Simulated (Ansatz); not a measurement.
```yaml
crystal:
  lattice:
    - [3.6859827351, 0.0, 0.0]
    - [-1.8429913676, 3.1921546865, 0.0]
    - [0.0, 0.0, 11.7851719147]
  atoms:
    - { symbol: Nd, position: [0.0, 0.0, 0.0] }
    - { symbol: Nd, position: [0.0, 0.0, 0.5] }
    - { symbol: Nd, position: [0.3333333333, 0.6666666667, 0.25] }
    - { symbol: Nd, position: [0.6666666667, 0.3333333333, 0.75] }
basis:
  ecutwfc: 420
  ecutrho_ratio: 4
kpoints:
  mp_grid: { grid: [14, 14, 4] }
hamiltonian:
  xc: pbe
scf:
  occupations: { method: gaussian, width: 0.05 }
output:
  forces: true
  stress: true
  eigenvalues: true
```

Task: What does this Ansatz input ask for?

Result: It asks for a single-point calculation of Nd with PBE (scalar-relativistic), a cutoff of 420 eV (density cutoff 4 times that), a Γ-centred 14×14×4 mesh and Gaussian smearing of 0.05 eV, without spin polarisation. Forces, stress and eigenvalues are wanted.

Task: How large is the problem?

Result: 56 valence electrons, 2739 plane waves at Γ, 24 symmetry operations and 72 irreducible k-points; it took 18 SCF iterations in all.

It took of the order of 40 core-seconds on a shared host.

This is a comparison run: without spin polarisation an open f shell isn't in its ground state, so the input isn't a model for production.
